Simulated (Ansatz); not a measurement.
Q: SiO2 in space group P4_12_12 (No. 92; Si on 4a, O on 8b) is relaxed with PBEsol in the plane-wave PAW code Ansatz. What lattice parameters of the conventional cell result?

A: a = 5.031 Å, c = 7.014 Å.

Q: Give the free coordinates with the occupied sites.

A: In one choice of origin and axes:

```tsv
atom	site	symmetry	x	y	z
Si	4a	..2	0.2977	0.2977	0.0000
O	8b	1	0.2397	0.1011	0.1779
```

Q: Is it a metal or does it have a gap at this level?

A: A gap of 5.57 eV, direct.

Symmetry was held in the PBEsol relaxation; of distortions, only those at the zone centre were tested.

Potentials: the later of the program's two PAW sets.
